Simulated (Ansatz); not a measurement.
WC in space group Pm-3m (No. 221; W on 3c, C on 3d) at seven volumes, the program Ansatz at the r²SCAN level (PAW), scaled uniformly. One row is withheld.

| V (Å³/atom) | P (GPa) |
|---|---|
| 11.272 | 34.92 |
| 11.643 | 21.55 |
| 12.015 | 9.93 |
| 12.387 | 0.00 |
| 12.758 | ? |
| 13.130 | -15.98 |
| 13.501 | -22.30 |

Problem. Fit the shown pressures and predict the withheld one.

Solution. Third-order Birch–Murnaghan: P = (3/2)B₀(x^(7/2) − x^(5/2))[1 + (3/4)(B′ − 4)(x − 1)] with x = (V₀/V)^(2/3). Least squares on the six rows gives V₀ = 12.387 Å³/atom, B₀ = 307.3 GPa, B′ = 3.96. At V = 12.758, x = 0.9805 and P = -8.55 GPa. The run itself gave -8.59 GPa.

The start of the workflow was typed in or built on a structure type; neither database checked (COD, Materials Project) lists it. It is not the phase usual at ambient conditions (space group No. 187). Symmetry was held in the r²SCAN relaxation; whether a distortion lowers the energy is not shown. The run is not spin-polarised. Its formation energy is positive at this level, so the cell may be metastable or incomplete. Spin–orbit coupling is left out wherever it is not named.

Potentials: the earlier of the program's two PAW sets.
